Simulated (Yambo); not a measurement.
## How GW settings move the gap: BN

G0W0@PBEsol for BN (space group P6_3/mmc, No. 194) in Yambo. Reference settings: 6×6×2 Γ-centred k mesh, 95 bands and a 10 Ry block in the screening, 95 bands in G with the Bruneval-Gonze terminator, plasmon pole fitted at 27.2 eV. The PBEsol gap H → M on this mesh is 4.19 eV; G0W0 gaps are taken between the same points.

```json
[
 {"change from the reference": "reference settings", "G0W0 gap H → M (eV)": "5.77", "shift of the valence edge (eV)": "-0.85", "rough Yambo cost": "1"},
 {"change from the reference": "33 bands in W, 33 bands in G", "G0W0 gap H → M (eV)": "5.78", "shift of the valence edge (eV)": "-0.61", "rough Yambo cost": "about 1/2"},
 {"change from the reference": "60 bands in W, 60 bands in G", "G0W0 gap H → M (eV)": "5.76", "shift of the valence edge (eV)": "-0.77", "rough Yambo cost": "within a factor of two"},
 {"change from the reference": "33 bands in G", "G0W0 gap H → M (eV)": "5.80", "shift of the valence edge (eV)": "-0.87", "rough Yambo cost": "–"},
 {"change from the reference": "60 bands in G", "G0W0 gap H → M (eV)": "5.77", "shift of the valence edge (eV)": "-0.86", "rough Yambo cost": "–"},
 {"change from the reference": "4 Ry block", "G0W0 gap H → M (eV)": "5.61", "shift of the valence edge (eV)": "-0.56", "rough Yambo cost": "within a factor of two"},
 {"change from the reference": "8 Ry block", "G0W0 gap H → M (eV)": "5.69", "shift of the valence edge (eV)": "-0.76", "rough Yambo cost": "within a factor of two"},
 {"change from the reference": "33 bands in G, no terminator", "G0W0 gap H → M (eV)": "5.57", "shift of the valence edge (eV)": "-0.22", "rough Yambo cost": "–"},
 {"change from the reference": "no terminator", "G0W0 gap H → M (eV)": "5.69", "shift of the valence edge (eV)": "-0.70", "rough Yambo cost": "–"}
]
```

The reference isn't shown to be the converged limit. Costs are rough (shared machines), scaled to the same edge states, and given only for runs that recompute the screening.

Geometry relaxed with PBE+D3(BJ); primitive cell a = b = 2.5054 Å, c = 6.6103 Å, α = β = 90.00°, γ = 120.00°.

A shift is the quasiparticle energy of the state minus its PBEsol energy.
